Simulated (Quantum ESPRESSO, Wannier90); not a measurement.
**Wannierisation of Mg2Sn (Fm-3m)**

```yaml
crystal:
  lattice:
    - [0.00000, 3.38015, 3.38015]
    - [3.38015, 0.00000, 3.38015]
    - [3.38015, 3.38015, 0.00000]
  atoms:
    - { symbol: Mg, position: [0.25000, 0.25000, 0.25000] }
    - { symbol: Mg, position: [0.75000, 0.75000, 0.75000] }
    - { symbol: Sn, position: [0.00000, 0.00000, 0.00000] }
```

Structure: Materials Project mp-2343, symmetrised, not relaxed again. COD (Crystallography Open Database) has the formula in 2 space groups, this one among them (matched by group alone). Level: PBEsol, no spin polarisation, no spin-orbit coupling; pw.x of Quantum ESPRESSO at 68 Ry with PseudoDojo potentials, 8×8×8 k-points, Wannier90. Density: 12×12×12 mesh, Gaussian smearing 0.01 Ry. Spin-orbit coupling is left out although heavy elements are present.

Base run: 12 functions from bands 14-34 of the 34 computed, start hydrogen-like Mg: s;p; Sn: s;p, centres 0.05 Å off the atoms, frozen window up to 1.50 eV relative to the Fermi level, outer window open. Rows change the key named; with other orbitals the number of functions and the frozen window follow, as listed; window edges are relative to the Fermi level. The misfit compares interpolated bands with pw.x on a high-symmetry path, for states up to 1.0 eV relative to the Fermi level. Converged means that the tolerances were met: symmetric starts can stop on a saddle, which shows as a larger Ω_OD at equal Ω_I and can move the misfit too.

Rows with other orbitals or bands describe another subspace, so their Ω_I can't be set against the base's. Runs that didn't settle are not listed.

| setting | orbitals | bands | functions | frozen to (eV) | Ω_I (Å²) | Ω_D (Å²) | Ω_OD (Å²) | rms misfit (meV) | worst (meV) | ended |
|---|---|---|---|---|---|---|---|---|---|---|
| base | Mg sp, Sn sp | 14-34 | 12 | 1.50 | 24.00 | 0.01 | 3.87 | 4.0 | 24 | converged |
| num_iter = 0 (projection only), orbitals on the atoms | Mg sp, Sn sp | 14-34 | 12 | 1.50 | 24.00 | 0.01 | 15.23 | 4.5 | 23 | no minimisation |
| start: the same orbitals exactly on the atoms | Mg sp, Sn sp | 14-34 | 12 | 1.50 | 24.00 | 0.01 | 13.92 | 3.4 | 22 | converged |
| atomic waves with projectability windows 0.01 and 0.95 | Mg 3s, Sn 5s, Sn 5p | 14-34 | 6 | 1.50 | 30.09 | 1.55 | 7.86 | 31 | 236 | converged |
| start: SCDM erfc, mu = fit minus three sigma, no disentanglement steps | Mg 3s, Sn 5s, Sn 5p | 14-34 | 6 | none | 35.76 | 1.13 | 11.50 | 38 | 286 | converged |
